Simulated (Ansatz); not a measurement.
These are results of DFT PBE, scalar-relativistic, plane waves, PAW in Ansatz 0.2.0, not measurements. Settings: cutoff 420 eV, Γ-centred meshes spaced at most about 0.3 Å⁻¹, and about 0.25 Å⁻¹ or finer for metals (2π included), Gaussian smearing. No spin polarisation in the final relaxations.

All energies are static (0 K, no zero-point motion).

Two forms of AsPt₄ were relaxed alike.

A.

```xyz
5
Lattice="-2.8321 2.8321 2.8321 2.8321 -2.8321 2.8321 2.8321 2.8321 -2.8321" Properties=species:S:1:pos:R:3 pbc="T T T"
As    0.0000    0.0000    0.0000
Pt    1.4161    1.4161   -1.4161
Pt   -1.4161    1.4161    1.4161
Pt    1.4161   -1.4161    1.4161
Pt    1.4161    1.4161    1.4161
```

B.

```xyz
5
Lattice="-2.4148 2.4148 3.7878 2.4148 -2.4148 3.7878 2.4148 2.4148 -3.7878" Properties=species:S:1:pos:R:3 pbc="T T T"
As    0.0000    0.0000    0.0000
Pt    0.0000    0.0000    2.4187
Pt    0.0000    0.0000    5.1570
Pt    0.0000    2.4148    0.0000
Pt    2.4148    0.0000    0.0000
```

**Question.** Which would you expect to be lower, and how large is the difference?

**Answer.** A is lower, by 41 meV/atom. A has space group Im-3m (No. 229), 18.2 Å³/atom and no gap on its mesh; B has space group I4/mmm (No. 139), 17.7 Å³/atom and no gap. Counting Pt atoms around As (those within 1.25 times the shortest such distance or 1.15 times the sum of covalent radii), A has As 8 and B has As 6. Even the lower one lies +0.11 eV/atom against the reference forms of the elements (uncorrected), so neither is stable at this level. In A, As has 8 Pt at 2.45 Å; Pt has 2 As at 2.45 Å and 6 Pt at 2.83 Å. In B, around As lie 6 Pt at 2.41–2.42 Å; Pt on a site of symmetry 4mm has 1 As at 2.42 Å and 5 Pt at 2.74–2.78 Å; Pt on a site of symmetry mmm has 2 As at 2.41 Å and 4 Pt at 2.78 Å. Both come from invented guesses.

Spin–orbit coupling, which can matter for Pt, is left out. A magnetic state wasn't ruled out in cells without spin, among them Im-3m, I4/mmm. Cells relaxed within their symmetry can be saddle points.
